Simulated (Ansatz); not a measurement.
Structure relaxation, WS2

The start is a generated cell, WS2 placed in the AFLOW prototype A2B_tI12_140_h_a (C16, as in Al2Cu). The cell and all atomic positions are relaxed at zero pressure with PBE (plane waves to 420 eV, PAW, scalar-relativistic; Ansatz, a first-principles code). The first steps use a coarse 6×6×6 k-mesh.

Input geometry:
```
CELL_PARAMETERS angstrom
     -3.24019     3.24019     2.60717
      3.24019    -3.24019     2.60717
      3.24019     3.24019    -2.60717
ATOMIC_POSITIONS crystal
  S  0.15800 0.65800 0.81600
  S  0.34200 0.15800 0.50000
  S  0.65800 0.84200 0.50000
  S  0.84200 0.34200 0.18400
  W  0.75000 0.75000 0.00000
  W  0.25000 0.25000 0.00000
```

Problem. What pressure does the first self-consistent step give?

Solution. -13 GPa (negative: the cell is under tension).

Problem. What is the largest force in the starting geometry, and on which atom (counted from 1)?

Solution. About 0.8 eV/Å, on S1, S2, S3, S4 (atoms numbered as listed).

Problem. How much energy is released per atom?

Solution. 0.36 eV/atom.

Problem. How do the shortest distances between atoms change?

Solution. The closest pairs of elements (up to four, under 3.6 Å), start → end: S–W 2.77 → 2.57 Å; W–W 2.61 → 2.84 Å; S–S 2.90 → 2.82 Å.

Problem. What band gap does the relaxed structure have at this level?

Solution. Zero (metallic).

The space group stays I4/mcm (No. 140) (the run could not lower it), with 6 atoms in the primitive cell. Final values are on a 12×12×12 k-mesh of the relaxed cell. No spin polarisation in the result. A magnetic state may lie lower.

The run could not lose the symmetry of its start, so the end can be a saddle point.

The relaxed structure here is a generated cell of WS2: the first start was made by placing the elements on the sites of a structure type, and the end was not matched to a known phase here, so it may be hypothetical. Known forms of WS2 include space group No. 194.
